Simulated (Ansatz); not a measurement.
Scan of one atom of the cell for PtS2 (CdI2 type)

Starting cell, PtS₂ (CdI2 type):

```
CELL_PARAMETERS angstrom
      3.55931     0.00000     0.00000
     -1.77966     3.08245     0.00000
      0.00000     0.00000     4.38472
ATOMIC_POSITIONS crystal
  Pt 0.00000 0.00000 0.00000
  S  0.66667 0.33333 0.27118
  S  0.33333 0.66667 0.72882
```

In this cell atom 2 (S, nearest neighbour Pt at 2.374 Å; its periodic images, 3.6 Å or more away, move with it) is moved by s towards the nearest neighbour, unit vector (-0.750, -0.433, -0.501); all other atoms and the cell stay fixed.

These are PBEsol-D3(BJ) (plane waves to 420 eV, PAW, scalar-relativistic; Ansatz, a first-principles code) values and carry that method's errors. k mesh 12×12×9 (Γ-centred), Fermi-Dirac smearing 0.05 eV. E stands for the smeared free energy. Stress and pressure are positive under compression. With partly filled bands, energies and forces of such displacements shift with the k mesh and the smearing. F∥ is the force on the atom along that direction. F⊥ is the part of the force across the line. PtS2 is run without spin polarisation. PtS2 was relaxed with its symmetry unable to fall. Spin-orbit coupling is left out, though Pt is heavy. The zero of ΔE is the undisplaced structure.

```json
[
 {"s (Å)": "-0.240", "ΔE (meV/cell)": "204", "P (GPa)": "-2.5", "F∥ (eV/Å)": "1.326", "|F⊥| (eV/Å)": "0.207"},
 {"s (Å)": "-0.192", "ΔE (meV/cell)": "143", "P (GPa)": "-2.3", "F∥ (eV/Å)": "1.241", "|F⊥| (eV/Å)": "0.170"},
 {"s (Å)": "-0.144", "ΔE (meV/cell)": "87", "P (GPa)": "-1.9", "F∥ (eV/Å)": "1.067", "|F⊥| (eV/Å)": "0.130"},
 {"s (Å)": "-0.096", "ΔE (meV/cell)": "42", "P (GPa)": "-1.5", "F∥ (eV/Å)": "0.803", "|F⊥| (eV/Å)": "0.090"},
 {"s (Å)": "-0.048", "ΔE (meV/cell)": "11", "P (GPa)": "-0.8", "F∥ (eV/Å)": "0.448", "|F⊥| (eV/Å)": "0.047"},
 {"s (Å)": "0.000", "ΔE (meV/cell)": "0", "P (GPa)": "0.0", "F∥ (eV/Å)": "0.001", "|F⊥| (eV/Å)": "0.002"},
 {"s (Å)": "0.048", "ΔE (meV/cell)": "13", "P (GPa)": "1.1", "F∥ (eV/Å)": "-0.543", "|F⊥| (eV/Å)": "0.044"},
 {"s (Å)": "0.096", "ΔE (meV/cell)": "54", "P (GPa)": "2.4", "F∥ (eV/Å)": "-1.193", "|F⊥| (eV/Å)": "0.094"},
 {"s (Å)": "0.144", "ΔE (meV/cell)": "129", "P (GPa)": "4.1", "F∥ (eV/Å)": "-1.965", "|F⊥| (eV/Å)": "0.148"},
 {"s (Å)": "0.192", "ΔE (meV/cell)": "245", "P (GPa)": "6.1", "F∥ (eV/Å)": "-2.878", "|F⊥| (eV/Å)": "0.207"},
 {"s (Å)": "0.240", "ΔE (meV/cell)": "408", "P (GPa)": "8.6", "F∥ (eV/Å)": "-3.960", "|F⊥| (eV/Å)": "0.275"}
]
```

Key numbers:

The energy at s = 0.240 Å is 408 meV/cell and the force along the line at s = -0.240 Å is 1.33 eV/Å. The force constant k = d²E/ds² at s = 0 (finite differences) is 10.3 eV/Å². Symmetry of the curve: not even: the positive side lies higher at ±0.240 Å. Shape of the curve: a single well with its minimum at or next to zero displacement. Harmonic estimate at the end of the scan: ½ks² = 297 meV/cell against the computed 408 meV/cell, so the well is stiffer than harmonic there.

(A displaced cell: forces are minus the slopes of the energy, force constants its curvatures, and phonons follow from these.)
